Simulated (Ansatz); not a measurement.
La₂Te₄O₁₁:
```
CELL_PARAMETERS angstrom
      6.43148     2.65933     0.00000
     -6.43148     2.65933     0.00000
     -4.37053     0.00000    15.96720
ATOMIC_POSITIONS crystal
  La 0.37308 0.13633 0.03803
  La 0.62692 0.86367 0.96197
  La 0.13633 0.37308 0.46197
  La 0.86367 0.62692 0.53803
  Te 0.84559 0.61018 0.20188
  Te 0.15441 0.38982 0.79812
  Te 0.61018 0.84559 0.29812
  Te 0.38982 0.15441 0.70188
  Te 0.41219 0.14725 0.37232
  Te 0.58781 0.85275 0.62768
  Te 0.14725 0.41219 0.12768
  Te 0.85275 0.58781 0.87232
  O  0.84987 0.84987 0.25000
  O  0.15013 0.15013 0.75000
  O  0.90469 0.19356 0.32831
  O  0.09531 0.80644 0.67169
  O  0.19356 0.90469 0.17169
  O  0.80644 0.09531 0.82831
  O  0.57064 0.62279 0.39737
  O  0.42936 0.37721 0.60263
  O  0.62279 0.57064 0.10263
  O  0.37721 0.42936 0.89737
  O  0.19944 0.04943 0.45264
  O  0.80056 0.95057 0.54736
  O  0.04943 0.19944 0.04736
  O  0.95057 0.80056 0.95264
  O  0.17943 0.67682 0.87220
  O  0.82057 0.32318 0.12780
  O  0.67682 0.17943 0.62780
  O  0.32318 0.82057 0.37220
  O  0.66783 0.25465 0.94117
  O  0.33217 0.74535 0.05883
  O  0.25465 0.66783 0.55883
  O  0.74535 0.33217 0.44117
```

Relaxed with r²SCAN. Special points in fractions of this cell's reciprocal vectors: Γ (0.000, 0.000, 0.000); C (0.296, 0.296, 0.000); C2 (-0.296, 0.704, 0.000); Y2 (-0.500, 0.500, 0.000); M2 (-0.500, 0.500, 0.500); D (-0.287, 0.713, 0.500); D2 (0.287, 0.287, 0.500); A (0.000, 0.000, 0.500); L2 (0.000, 0.500, 0.500); V2 (0.000, 0.500, 0.000).

Question: List the band energies nearest the valence-band maximum at these points for the program Ansatz at the r²SCAN level (PAW).

Answer: In eV from the valence-band maximum; about four levels below and three above (degenerate sets whole), none deeper than 8.9 eV; points with the same levels are listed once.

```tsv
k	below	above
Γ	-0.66 -0.54 -0.42 0.00	4.09 4.23 4.42
C	-0.52 -0.44 -0.22 -0.20	3.87 4.14 4.14
Y2	-0.37 -0.27 -0.26 -0.20	4.14 4.14 4.36
M2	-0.36 -0.36 -0.21 -0.21	4.16 4.16 4.34 4.34
D	-0.50 -0.50 -0.21 -0.21	3.99 3.99 4.17 4.17
A	-0.60 -0.60 -0.15 -0.15	4.16 4.16 4.45 4.45
L2	-0.55 -0.49 -0.24 -0.21	4.01 4.03 4.07
V2	-0.56 -0.49 -0.25 -0.22	3.91 4.01 4.14
```

Space group C2/c. The workflow started from a Materials Project entry (that database holds measured and hypothetical structures alike); the Crystallography Open Database files this formula in space group No. 15, but the cells were not matched. Whether it is the stable phase at ambient conditions was not checked. The cell was relaxed with r²SCAN under the symmetry of its start; its stability against distortions is not shown here. Spin–orbit coupling is left out wherever it is not named.

Potentials: the later of the program's two PAW sets.
